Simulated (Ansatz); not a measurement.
Given:

Starting cell, ScAl3 (Cu3Au type):

```xyz
4
Lattice="4.1054 0.0000 0.0000 0.0000 4.1054 0.0000 0.0000 0.0000 4.1054" Properties=species:S:1:pos:R:3 pbc="T T T"
Al     0.0000     2.0527     2.0527
Al     2.0527     2.0527     0.0000
Al     2.0527     0.0000     2.0527
Sc     0.0000     0.0000     0.0000
```

In each cell atom 2 (Al, nearest neighbour Sc at 2.903 Å; its periodic images, 4.1 Å or more away, move with it) moves by s·(0.000, 0.000, 1.000) (along Cartesian z), the rest being held.

These are PBE (plane waves to 420 eV, PAW, scalar-relativistic; Ansatz, an electronic-structure program) values and carry that method's errors. k mesh 9×9×9 (Γ-centred), Fermi-Dirac smearing 0.05 eV. E stands for the smeared free energy. With partly filled bands, energies and forces of such displacements shift with the k mesh and the smearing. ScAl3 is run without spin polarisation. ScAl3 was relaxed with its symmetry unable to fall. The PAW data are Ansatz's earlier set. The zero of ΔE is the undisplaced structure.

The scan covers s from -0.290 to 0.290 Å in 11 points.

**Question.** Is this a single well or a double well?

**Answer.** A single well with its minimum at or next to zero displacement.

**Question.** Is the energy the same for equal positive and negative displacements?

**Answer.** Even: the same for both signs. With its periodic images moving along, the atom's site symmetry in this cell is 4/mmm.

**Question.** What is the force constant k = d²E/ds² of this move at s = 0?

**Answer.** 4.48 eV/Å².

(For displaced atoms, the force is minus the slope of the energy, and its curvature is a force constant, which sets phonon frequencies.)
